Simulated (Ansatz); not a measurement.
From a trial cell to the properties of Nb (bcc)

Level of theory: DFT, HSE06, scalar-relativistic, no spin polarisation; plane waves to 420 eV with PAW datasets (Ansatz 0.2.0), Γ-centred 10×10×10 mesh, 0.05 eV Gaussian smearing. The datasets are Ansatz's generated set soft_2.

The start:

```cif
data_structure
_symmetry_space_group_name_H-M 'P 1'
_symmetry_Int_Tables_number 1
_cell_length_a 2.8579
_cell_length_b 2.8579
_cell_length_c 2.8579
_cell_angle_alpha 109.471
_cell_angle_beta 109.471
_cell_angle_gamma 109.471
_cell_volume 17.97
loop_
_atom_site_label
_atom_site_type_symbol
_atom_site_fract_x
_atom_site_fract_y
_atom_site_fract_z
_atom_site_occupancy
Nb1 Nb 0.00000 0.00000 0.00000 1
```

The runs in order:

```
run  level    k-mesh        kind  V (Å³/atom)  P (GPa)  E − E(final) (meV/atom)  gap on the mesh (eV)
  1    PBE     8×8×8  fixed cell        17.97      2.1                        –                 metal
  2    PBE     8×8×8  fixed cell        18.22     -0.4                        –                 metal
  3  HSE06  10×10×10  fixed cell        18.22     -3.4                      5.4                 metal
  4  HSE06  10×10×10  fixed cell        17.81      0.1                      0.0                 metal
```

At this volume the pressure is 0.07 GPa.

The final structure (symmetry read at 0.01 Å). The structure is cubic, space group Im-3m (No. 229). Conventional cell: a = 3.290 Å, b = 3.290 Å, c = 3.290 Å, α = 90.00°, β = 90.00°, γ = 90.00°. Around Nb (site symmetry m-3m) lie 8 Nb at 2.85 Å. (Shells end 15 % past the nearest neighbour.)

```csv
atom,site,symmetry,x,y,z
Nb,2a,m-3m,0.0000,0.0000,0.0000
```

- At the final geometry the gap, band path included, is zero (metallic).
- The runs in the table took roughly 1.3 core-minutes.

**What lies behind the numbers.**

The calculation's cell holds 13 valence electrons, an odd number. Without magnetic order each band takes two, so one stays part-filled and the crystal must be a metal. (Only strong correlation, outside this picture, could make a Mott insulator of it.)

Pressures of hybrids are less tightly converged. For a metal under a hybrid functional this mesh is coarse.
